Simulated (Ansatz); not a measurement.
Input for Ansatz (plane-wave DFT, PAW):

```yaml
crystal:
  lattice:
    - [-3.2301, -3.247742, 3.206024]
    - [-3.254394, 3.252756, -3.224921]
    - [1.610553, -4.860127, -4.802467]
  atoms:
    - { symbol: Ti, position: [0.1679630478, 0.1633396747, 0.6630781233] }
    - { symbol: Ti, position: [0.3342671034, 0.333558453, 0.3214946063] }
    - { symbol: Ti, position: [0.9984406539, 0.9941964319, 0.0151240245] }
    - { symbol: Zr, position: [0.6662400138, 0.6649015511, 0.6659858475] }
    - { symbol: Zr, position: [0.1517056077, 0.6509760086, 0.6623656028] }
    - { symbol: Zr, position: [0.5046528393, 0.0046342645, 0.999764187] }
    - { symbol: Ta, position: [0.3284246723, 0.8375889805, 0.3346872573] }
    - { symbol: Re, position: [0.6695020924, 0.1700957596, 0.6621898838] }
    - { symbol: Re, position: [0.8328543783, 0.8334931486, 0.3239565734] }
    - { symbol: Re, position: [0.8351961964, 0.3261082742, 0.3296620861] }
    - { symbol: Re, position: [0.4945961753, 0.5002476386, 0.0104879305] }
    - { symbol: Re, position: [6.98391e-05, 0.4887311879, 0.0048207937] }
basis:
  ecutwfc: 420
kpoints:
  mp_grid: { grid: [7, 7, 5] }
hamiltonian:
  xc: pbe
scf:
  occupations: { method: gaussian, width: 0.1 }
  n_extra_bands: 8
output:
  forces: true
  stress: true
  eigenvalues: true
  populations: true
  dos:
    method: { smearing: { sigma: 0.1, scheme: gaussian } }
    projected: true
    de: 0.02
  write_density: true
  write_potential: true
  elf: true
  volumetric_format: npy
```

Run as
```bash
ansatz run input.yaml --threads 4 --pin off --max-ram 9216MiB --backend cpu --events-out ev --progress --plain --runs-dir out
```

All numbers below come from DFT PBE, scalar-relativistic, plane waves, PAW in Ansatz.

Part of what the program printed, abridged (final results; tables in files aren't shown):

```
SCF 1 converged in 7 iterations: F = -84324.651245 eV  dr2 = 3.22e-8
SCF converged after 7 iterations
Free energy (F): -84324.651245 eV
Harris-Foulkes:  -84324.651245 eV  (|F-HF|=2.57e-8)
Internal energy: -84324.584794 eV  (E = F + TS)
E sigma→0 (E₀):  -84324.618019 eV
Entropy (-TS):   -0.066451 eV (-5.538 meV/atom)
Fermi energy:    18.516667 eV
--- Per-component energies (eV) ---
  E_band       = -1255.978709
  E_kinetic    = 4889.577325
  E_local      = -8991.997808  (includes V_loc(G=0)·N_el)
  E_nonlocal   = 528.347436
  E_hartree    = 3284.578972
  E_xc         = -3016.610657
  E_vxc        = -2664.858414  (∫ρ·V_xc dr)
  E_paw        = -63698.349477  (= ΣΔE_a)
  E_vpaw       = -1586.204254  (= ΣTr[D̂ρ^β])
  E_aug_tail   = 0.000207  (compensation charges beyond the density's cutoff)
  E_ewald      = -17320.130791
  E_smearing   = -0.066451  (= −TS)
--- Forces (eV/Å), atoms counted from 1 ---
  atom   1  Ti     0.03018710    -0.04251915     0.01216963
  atom   2  Ti     0.00323585     0.03231732    -0.01419230
  atom   3  Ti    -0.01232945    -0.05366509     0.05188909
  atom   4  Zr    -0.05085682     0.02071444    -0.00077812
  atom   5  Zr     0.02468660     0.02718443    -0.00161929
  atom   6  Zr    -0.03066352     0.08712106     0.00312694
  atom   7  Ta    -0.00374762     0.01497276     0.01223266
  atom   8  Re     0.03295211     0.01012343     0.03099128
  atom   9  Re     0.04539035     0.00053751    -0.02416129
  atom  10  Re    -0.00460238    -0.04645505    -0.03229950
  atom  11  Re    -0.04165495    -0.02631043     0.01829985
  atom  12  Re     0.00739661    -0.02400828    -0.05568224
--- Stress (GPa, compression-positive) ---
        0.357110      -0.246873       0.098972
       -0.246873       0.186185       0.063513
        0.098972       0.063513       0.073730
  P = ⅓ Tr σ = 0.2057 GPa (2.057 kbar)
--- Band table (eV; the first three rows and the last of 123) ---
  k-point 0: bands = ["-61.3049", "-61.2564", "-61.1688", "-61.0962", "-60.9847", "-48.8404", "-37.9817", "-37.8515", "-37.7987", "-29.3941", "-29.2942", "-29.1246", "-23.4902", "-23.3659", "-23.2958", "-23.2158", "-23.1622", "-23.0868", "-23.0516", "-23.0092", "-22.9306", "-22.8813", "-22.8634", "-22.8475", "-22.8237", "-22.8096", "-22.7954", "-15.4956", "-15.4261", "-15.3552", "-14.3622", "-14.3092", "-14.2913", "-14.2075", "-14.1718", "-14.0865", "-14.0584", "-14.0092", "-13.9655", "-8.3321", "-7.7794", "-7.5282", "-7.4928", "-7.4188", "-7.3605", "-7.2598", "-7.1186", "-6.6670", "10.7596", "13.3222", "13.5434", "13.8686", "13.9284", "14.0828", "14.3501", "14.4775", "14.7843", "14.8836", " ...
  k-point 1: bands = ["-61.3048", "-61.2565", "-61.1688", "-61.0962", "-60.9846", "-48.8404", "-37.9815", "-37.8521", "-37.7983", "-29.3945", "-29.2940", "-29.1243", "-23.4896", "-23.3709", "-23.2995", "-23.2078", "-23.1623", "-23.0846", "-23.0508", "-23.0114", "-22.9309", "-22.8810", "-22.8647", "-22.8493", "-22.8280", "-22.8054", "-22.7926", "-15.4957", "-15.4260", "-15.3553", "-14.3679", "-14.3043", "-14.2900", "-14.2058", "-14.1740", "-14.0945", "-14.0543", "-14.0073", "-13.9632", "-8.3319", "-7.7692", "-7.5274", "-7.4984", "-7.4163", "-7.3618", "-7.2575", "-7.1294", "-6.6672", "10.9335", "13.0514", "13.6244", "13.8491", "13.9365", "14.0668", "14.2463", "14.3753", "14.5110", "14.7788", " ...
  k-point 2: bands = ["-61.3047", "-61.2566", "-61.1688", "-61.0962", "-60.9846", "-48.8404", "-37.9813", "-37.8530", "-37.7976", "-29.3951", "-29.2937", "-29.1239", "-23.4885", "-23.3790", "-23.3036", "-23.1973", "-23.1619", "-23.0806", "-23.0504", "-23.0149", "-22.9317", "-22.8819", "-22.8644", "-22.8529", "-22.8319", "-22.8029", "-22.7874", "-15.4959", "-15.4260", "-15.3556", "-14.3759", "-14.2993", "-14.2857", "-14.2034", "-14.1781", "-14.1047", "-14.0503", "-14.0039", "-13.9599", "-8.3315", "-7.7517", "-7.5259", "-7.5073", "-7.4129", "-7.3642", "-7.2537", "-7.1476", "-6.6676", "11.3670", "12.4495", "13.5652", "13.7881", "14.0357", "14.1312", "14.2134", "14.3589", "14.4970", "14.7379", " ...
  k-point 122: bands = ["-61.3036", "-61.2561", "-61.1693", "-61.0973", "-60.9846", "-48.8405", "-37.9818", "-37.8522", "-37.7984", "-29.3341", "-29.3077", "-29.1766", "-23.4439", "-23.2960", "-23.2442", "-23.1895", "-23.1646", "-23.0828", "-23.0484", "-23.0189", "-22.9846", "-22.9323", "-22.8807", "-22.8619", "-22.8429", "-22.8268", "-22.7962", "-15.4878", "-15.4320", "-15.3737", "-14.3653", "-14.3038", "-14.2924", "-14.2143", "-14.1613", "-14.0988", "-14.0650", "-14.0142", "-13.9684", "-7.8289", "-7.7137", "-7.5784", "-7.4488", "-7.4292", "-7.4083", "-7.3191", "-7.2852", "-7.1081", "11.9674", "13.3949", "13.7609", "14.3699", "14.5591", "14.7072", "14.8350", "14.9753", "15.1907", "15.2838", ...
--- Löwdin populations: 12 sites ---
  site symbol q [e]
     0     Ti     11.6524
     1     Ti     11.6911
     2     Ti     11.6636
     3     Zr     12.0776
     4     Zr     12.1644
     5     Zr     12.1215
     6     Ta     12.9427
     7     Re     14.9049
     8     Re     14.8772
     9     Re     14.8315
    10     Re     14.8852
    11     Re     14.8408
  spilling = 0.008420 (of n_electrons = 160.000000)
```

The calculation finished and met its thresholds.

It took 72 s on 4 threads of Intel(R) Xeon(R) Platinum 8259CL CPU @ 2.50GHz (Skylake/Cascade Lake), with other jobs on the host, peak memory 1.9 GiB.

Spin–orbit coupling is left out, which can shift energies with elements as heavy as these. Spin polarisation was left out, and a magnetic state may lie lower.